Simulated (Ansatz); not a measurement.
Cs₄Fe₂O₅, one structure, two calculations

Cell: a Materials Project structure (computed, not necessarily an observed phase), atoms as given.

```cif
data_structure
_symmetry_space_group_name_H-M 'P 1'
_symmetry_Int_Tables_number 1
_cell_length_a 9.8188
_cell_length_b 9.8188
_cell_length_c 7.7118
_cell_angle_alpha 96.268
_cell_angle_beta 96.268
_cell_angle_gamma 135.428
_cell_volume 499.69
loop_
_atom_site_label
_atom_site_type_symbol
_atom_site_fract_x
_atom_site_fract_y
_atom_site_fract_z
_atom_site_occupancy
Cs1 Cs 0.53600 0.46400 0.75000 1
Cs2 Cs 0.46400 0.53600 0.25000 1
Cs3 Cs 0.98162 0.01838 0.75000 1
Cs4 Cs 0.01838 0.98162 0.25000 1
Cs5 Cs 0.47559 0.83430 0.61563 1
Cs6 Cs 0.16570 0.52441 0.88437 1
Cs7 Cs 0.52441 0.16570 0.38437 1
Cs8 Cs 0.83430 0.47559 0.11563 1
Fe9 Fe 0.30730 0.99293 0.90253 1
Fe10 Fe 0.00707 0.69270 0.59747 1
Fe11 Fe 0.69270 0.00707 0.09747 1
Fe12 Fe 0.99293 0.30730 0.40253 1
O13 O 0.27058 0.96990 0.64396 1
O14 O 0.03010 0.72942 0.85604 1
O15 O 0.72942 0.03010 0.35604 1
O16 O 0.96990 0.27058 0.14396 1
O17 O 0.50000 0.00000 0.00000 1
O18 O 0.00000 0.50000 0.50000 1
O19 O 0.64063 0.80208 0.96661 1
O20 O 0.19792 0.35937 0.53339 1
O21 O 0.35937 0.19792 0.03339 1
O22 O 0.80208 0.64063 0.46661 1
```

Sites (sets of like atoms) are named by element and the number of their first atom in this list.

First run. All values are calculated (Ansatz; DFT, PBE, plane waves and PAW, scalar-relativistic, collinear spin, 420 eV cutoff, Γ-centred 3×3×3 k-points, Fermi–Dirac smearing 0.02 eV), not measured. Start moments as typed (μB): 0 0 0 0 0 0 0 0 -5 5 5 -5 0 0 0 0 0 0 0 0 0 0 by atom. The program fits them to the shells of the files, so those used differ somewhat.

```csv
site,atom,V_zz (10²¹ V/m²),η,m (μB)
Cs1,1,2.98,0.19,0.00
Cs3,3,3.16,0.78,0.00
Cs5,5,-4.89,0.29,0.00
Fe,9,5.48,0.80,-3.20
O13,13,-3.28,0.95,0.00
O17,17,4.98,0.34,0.00
O19,19,2.15,0.22,0.25
```

Second run. The same atoms and settings, except that a Hubbard term is added (U = 4.0 eV on Fe d).

Question: What does the second run give?

Answer: 

```tsv
site	atom	V_zz	η	change of V_zz	m (μB)
Cs1	1	2.77	0.05	-0.21	0.00
Cs3	3	-3.23	0.73	–	0.00
Cs5	5	-5.19	0.47	-0.30	0.00
Fe	9	-7.11	0.99	–	-3.51
O13	13	-3.03	0.80	+0.25	0.00
O17	17	5.07	0.23	+0.09	0.00
O19	19	1.96	0.27	-0.19	0.22
```

The largest change of V_zz along a kept axis is on Cs5, from -4.89 to -5.19. The whole tensor moves most on Fe, by 2.18 along its most changed direction. In per cent, |V_zz| changes by -7 to +6 on Cs, -8 to +2 on O (all sites that start above 0.5, bar those whose gradient vanishes or changes sign or whose main axis turns by over 40°). Where |V_zz| stays above 0.1 and the axes keep their order, η moves most on Cs5, from 0.29 to 0.47. On Fe, Cs3 the largest principal value lies along another axis in the second run, so the two V_zz can't be compared directly. The absolute magnetisation of the cell goes from 16.7 to 17.9 μB. Isomer shifts (Fe against α-Fe, from the density at the nucleus and a line fitted to measured compounds for each functional; the lines scatter by about 0.1 mm/s, so smaller changes between functionals mean little): Fe 0.27 → 0.13 mm/s.

Without spin–orbit coupling (the program notes it for Cs) the gradients are little affected as a rule: paired runs on crystals with a gap mostly move them by under 2 % at such atoms. With these PAW files V_zz is typically within 2 to 3 % of all-electron values, but misses above 10 % occur on Fe. The magnetic order is the one that the run reached from its start moments, not necessarily the measured one.
For the first run: The largest force is 0.5 eV/Å, so the atoms aren't at the calculated equilibrium and relaxing them would move these values.
For the second run: The largest force is 0.4 eV/Å, so the atoms aren't at the calculated equilibrium and relaxing them would move these values.
